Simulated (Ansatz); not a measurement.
YSi2, DFT, PBEsol, PAW with Ansatz's default frozen-core files, scalar-relativistic (Ansatz 0.2.0), run on 1 thread of Arm Neoverse V1 on a shared host.

The geometry is COD entry 4344493, unchecked; take it as a test cell. The listed cell was then made from it by scaling, straining or moving an atom.

Command: `ansatz run input.yaml --threads 1 --pin off --max-ram 4096MiB --backend cpu --events-out ev --progress --plain --runs-dir out`

```yaml
crystal:
  lattice:
    - [3.8683011824, 0.0, 0.0]
    - [-1.9341505912, 3.3500470934, 0.0]
    - [0.0, 0.0, 4.14]
  atoms:
    - { symbol: "Y", position: [0.0, 0.0, 0.0] }
    - { symbol: Si, position: [0.3333333333, 0.6666666667, 0.5] }
    - { symbol: Si, position: [0.6666666667, 0.3333333333, 0.5] }
kpoints:
  mp_grid: { grid: [12, 12, 10] }
scf:
  occupations: { method: fermi_dirac, width: 0.05 }
hamiltonian:
  xc: pbesol
  pseudopotentials: { kind: paw }
output:
  forces: true
  stress: true
  eigenvalues: true
  efg: { contact_densities: true }
  write_density: true
  write_potential: true
  elf: true
  volumetric_format: npy
```

Q: How large is the problem that the program sets up?

A: 114 irreducible k-points, 1057 plane waves at Γ, 14 bands.

Q: Estimate the wall time and the peak memory.

A: 9.8 s of wall time for 7 SCF iterations, with a peak of 0.41 GiB. Times on shared machines scatter by tens of per cent.

Q: And the same cell and mesh by all-electron PAW (datasets made for this crystal), asked for forces, stress, eigenvalues, efg, on the same hardware?

A: 14 s, peak memory 0.49 GiB.
